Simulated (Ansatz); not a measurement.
Hill shear modulus from LDA minus that from r²SCAN (% of the latter), each on its own relaxed cell (Ansatz, an electronic-structure program, plane waves, PAW; no spin–orbit coupling, no Hubbard U), over 16 phases of the class «crystals with elements from indium on»: what sign and size do you expect?

Mean 12 %, median 6 %, mean absolute 12 %; eight in ten lie between 1 and 15 %, and 94 % are above zero.

Some cases that may be named, with their rank among the 16 from the lowest: InGaP2, R3m (In on 3a, Ga on 3a, P on 3a, P on 3a) -2 % (rank 1); ZnSnN2, Pna2_1 (Zn on 4a, Sn on 4a, N on 4a, N on 4a) 1 % (rank 2); BaS, rock salt 6 % (rank 8); BaTe, rock salt 6 % (rank 9); Cs2AgBiBr6, Fm-3m (Bi on 4a, Ag on 4b, Cs on 8c, Br on 24e) 18 % (rank 15); I, molecular I2 type 102 % (rank 16).

The phases are those computed here (of each formula those with measured values and the lowest at some level), not a balanced benchmark, and neither functional is the truth. Pairs that end in unlike spin orders or unlike minima (c/a over 6 % apart, 30 % for weakly bound crystals), magnets with 4f shells, solids of gases and phases set aside for tests are left out, and so are metals.

1 hold 4f electrons in the valence, where a lower state may exist. 1 are weakly bound layers, chains or molecules.

Standing as an ambient phase not checked: InGaP2, R3m (In on 3a, Ga on 3a, P on 3a, P on 3a). Weakly bound layers, chains or molecules computed without a dispersion correction, so cells and soft constants are ill determined: I, molecular I2 type with LDA; I, molecular I2 type with r²SCAN. Perhaps ordered models of mixed-site phases: InGaP2, R3m (In on 3a, Ga on 3a, P on 3a, P on 3a). All cells were relaxed under the symmetry of their starts (and spin orders); stability against distortions was not tested throughout. Named crystals with no word on spin ran without spin polarisation. Spin–orbit coupling is left out wherever it is not named.

Potentials: the later of the program's two PAW sets.

Ansatz is a plane-wave DFT program.
